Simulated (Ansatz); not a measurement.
A geometry of SnTe away from equilibrium: step 2 of the relaxation of a relaxed SnTe cell shaken by Gaussian noise of σ = 0.08 Å a coordinate. All values below come from r2SCAN (plane waves to 500 eV, PAW, scalar-relativistic; Ansatz, a quantum-chemistry and plane-wave program). Γ-centred k-mesh 4×4×4 on the run's cell (coarser than for final values), Fermi–Dirac smearing 0.05 eV.

```xyz
8
Lattice="-3.9960 4.0149 4.0103 4.0447 -3.9994 4.0436 3.9862 3.9897 -3.9948" Properties=species:S:1:pos:R:3:forces:R:3 pbc="T T T" free_energy=-52134.241 pressure_GPa=0.3
Sn     4.0368     3.8399     3.7793    0.1925   -0.0195    0.0347
Sn     0.2523     4.1709    -0.1889   -0.0229    0.0131    0.0043
Sn     4.1426    -0.0990     0.2420    0.0078    0.0410   -0.0319
Sn    -0.2133     0.2220     4.1816    0.0342    0.0514    0.0393
Te     2.1805     2.1864     2.2217   -0.0344    0.0133   -0.1779
Te     1.8855     5.9138    -1.9652   -0.0486   -0.0397    0.1246
Te     5.8352    -1.8502     1.8783   -0.0458   -0.0702    0.2481
Te    -1.9069     1.9968     5.8552   -0.0829    0.0109   -0.2411
```

Positions in Å, forces in eV/Å, free energy of the cell in eV (comparable only within this code, potentials and settings). Largest force: 0.26 eV/Å, on Te7, Te8 (atoms numbered as listed); the geometry lies 0.26 eV/atom above the end of its relaxation.

No spin polarisation in the result.

The end of the path is a generated cell of SnTe: the first start was made by placing the elements on the sites of a structure type, and the end was not matched to a known phase here, so it may be hypothetical. Known forms of SnTe include space group No. 225.
